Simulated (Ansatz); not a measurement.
Ta₅Ge₃ in space group I4/mcm (No. 140; Ta on 16k, Ta on 4b, Ge on 8h, Ge on 4a) at seven volumes, plane-wave PAW r²SCAN (Ansatz code), shape and atoms relaxed at each. One row is withheld.

```csv
V (Å³/atom),P (GPa)
14.986,?
15.480,14.69
15.974,6.78
16.468,0.01
16.962,-5.77
17.456,-10.71
17.950,-14.92
```

Fit the shown pressures and predict the withheld one.

P = (3/2)B₀(x^(7/2) − x^(5/2))[1 + (3/4)(B′ − 4)(x − 1)] with x = (V₀/V)^(2/3). Least squares on the six rows gives V₀ = 16.469 Å³/atom, B₀ = 208 GPa, B′ = 4.25. At V = 14.986, x = 1.0649 and P = 24.00 GPa. The run itself gave 23.94 GPa.

The first step of the workflow began from a Materials Project structure, measured or hypothetical; the Crystallography Open Database copy checked does not list it. Its standing as an ambient phase is unchecked. The r²SCAN relaxation kept the symmetry of its start; its stability against distortions is not shown here. No spin polarisation was allowed. Scalar-relativistic: spin–orbit coupling is off unless named, which matters more the heavier the elements.

Potentials: the later of the program's two PAW sets.
